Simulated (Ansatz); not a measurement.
**Elastic constants of BAs: input and output**

All numbers below come from DFT PBE0, scalar-relativistic, plane waves, PAW in Ansatz.

Launched with:
```bash
ansatz run input.yaml --threads 4 --pin off --max-ram 12288MiB --backend cpu --events-out ev --progress --plain --runs-dir out
```

Input (bare energies are in eV):
```yaml
crystal:
  lattice:
    - [0.0, 2.3855, 2.3855]
    - [2.3855, 0.0, 2.3855]
    - [2.3855, 2.3855, 0.0]
  atoms:
    - { symbol: B, position: [0.0, 0.0, 0.0] }
    - { symbol: As, position: [0.25, 0.25, 0.25] }
basis:
  ecutwfc: 420
kpoints:
  mp_grid: { grid: [6, 6, 6] }
hamiltonian:
  xc: pbe0
scf:
  occupations: { method: fixed }
output:
  forces: true
  stress: true
  eigenvalues: true
  polarization: {}
elastic:
  mode: relaxed_ion
  stencil: two_point
```

From the output:
```
--- Elastic constants: 2 strain directions × 2 members + reference (group order 24) ---
  dense FFT box of the reference and of every strained cell: 24×24×24
  strains applied: 11, 23; error gains: componentwise 1.00 (the most a stress slope's error grows in a printed constant), spectral 1.73 (1 for all six strains in a standard setting)
  C = ∂σ_k/∂η_j (tension-positive GPa; Voigt order 11 22 33 23 13 12):
       296.433     71.718     71.718     -0.000      0.000      0.000
        71.718    296.433     71.718     -0.000      0.000      0.000
        71.718     71.718    296.433     -0.000      0.000      0.000
        -0.000     -0.000     -0.000    160.449     -0.000     -0.000
        -0.000     -0.000     -0.000      0.000    160.449     -0.000
         0.000     -0.000      0.000      0.000     -0.000    160.449
  reference stress σ⁰ (GPa):      0.004      0.004      0.004     -0.000      0.000     -0.000
  C* (energy form; C + prestress term) asymmetry max|C*_kj − C*_jk| = 2.842e-14 GPa — a small one proves nothing (zero by symmetry where the batch's group is 432, −43m or m−3m); a large one is finite-difference/SCF noise where every solve ...
  moduli (Voigt/Reuss/Hill, GPa): K = 146.62/146.62/146.62   G = 141.21/136.99/139.10   E = 317.05   ν = 0.140
  mechanically stable: yes (min eigenvalue of sym C = 160.45 GPa)
  e, the proper piezoelectric tensor (elastic.mode: relaxed_ion; C/m²; rows x y z; Voigt order 11 22 33 23 13 12):
      -0.00000    0.00000    0.00000   -0.19939    0.00000   -0.00000
       0.00000   -0.00000   -0.00000   -0.00000   -0.19939    0.00000
       0.00000   -0.00000   -0.00000   -0.00000    0.00000   -0.19939
  ±, each entry's uncertainty from the finite density of the strings (C/m²), an estimate: the size of the correction for it that the entry includes:
       0.00000    0.00000    0.00000    0.01203    0.00000    0.00000
       0.00000    0.00000    0.00000    0.00000    0.01203    0.00000
       0.00000    0.00000    0.00000    0.00000    0.00000    0.01203
  the group's symmetry takes up to 6.5e-9 C/m² out of the measured responses: error of the strings' finite density and of the mesh across them, as far as it breaks the symmetry (raise kpoints.mp_grid and any string_points); the largest step ...
  strain η (Voigt 11):  stress-route row diagonal C_11 = 296.43 GPa, energy-path curvature d²(F+E_count+ΔE)/dδ²/Ω₀ = 296.33 GPa
         δ    σ_11 (GPa) F (eV) n_scf n_hpsi n_pw
    -2.000e-3      -0.5898       -5013.4946825      28   38680    544   relax 0 steps, max|allowed force component| 1.08e-16 eV/Å
     2.000e-3       0.5960       -5013.4946651      27   38131    544   relax 0 steps, max|allowed force component| 2.88e-16 eV/Å
  strain η (Voigt 23):  stress-route row diagonal C_44 = 160.45 GPa, energy-path curvature d²(F+E_count+ΔE)/dδ²/Ω₀ = 160.51 GPa
         δ    σ_23 (GPa) F (eV) n_scf n_hpsi n_pw
    -2.000e-3      -0.3209       -5013.4947192       2    4771    544   relax 3 steps, max|allowed force component| 2.45e-7 eV/Å
     2.000e-3       0.3209       -5013.4947192       2    4770    544   relax 3 steps, max|allowed force component| 2.46e-7 eV/Å
--- Formal polarisation (Berry phase): one branch of a lattice of values; only differences between neighbouring runs are physical ---
  axis mesh electronic ionic p = total spread (rad) least overlap resolved gap  δp at fixed H ≤   (phases in cycles; p mod 1; gap in eV; gap and δp judge the states as solved, not the mesh's step, its ...
  b1    6×6×6          -0.50000000     3.75000000     3.25000000      0.163936         0.7545        4.7968           1.2e-6
  b2    6×6×6          -0.50000000     3.75000000     3.25000000      0.163936         0.7545        4.7968           1.2e-6
  b3    6×6×6          -0.50000000     3.75000000     3.25000000      0.163936         0.7545        4.7968           1.2e-6
  quantum along a1:   0.12425852 e/Å² =   199.084090 µC/cm²
  quantum along a2:   0.12425852 e/Å² =   199.084090 µC/cm²
  quantum along a3:   0.12425852 e/Å² =   199.084090 µC/cm²
  P = (  0.57111625,   0.57111625,   0.57111625) e/Å² = (  915.029115,   915.029115,   915.029115) µC/cm²  (mod the quanta)
```

It took 3 min on 4 threads of Intel(R) Xeon(R) 6975P-C (Granite Rapids) (shared host), peak memory 1.1 GiB.

The cell is the ideal cubic zincblende prototype.